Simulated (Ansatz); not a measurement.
Given:

InP:
```xyz
2
Lattice="0.0000 2.9795 2.9795 2.9795 0.0000 2.9795 2.9795 2.9795 0.0000" Properties=species:S:1:pos:R:3 pbc="T T T"
P      4.4692     4.4692     4.4692
In     0.0000     0.0000     0.0000
```

This is the PBE-relaxed structure. Tensor components refer to the Cartesian frame of this cell.

Q: All from PBE in the plane-wave PAW code Ansatz, unless another level is named. Estimate the piezoelectric stress constants (proper, relaxed ions, C/m²).

A: e14 = e25 = e36 = 0.10.

Q: Predict the Poisson's ratio.

A: 0.28.

Space group F-43m (zinc blende). The cell was relaxed with PBE under the symmetry of its start; of distortions, only those at the zone centre were tested.

Potentials: the later of the program's two PAW sets.
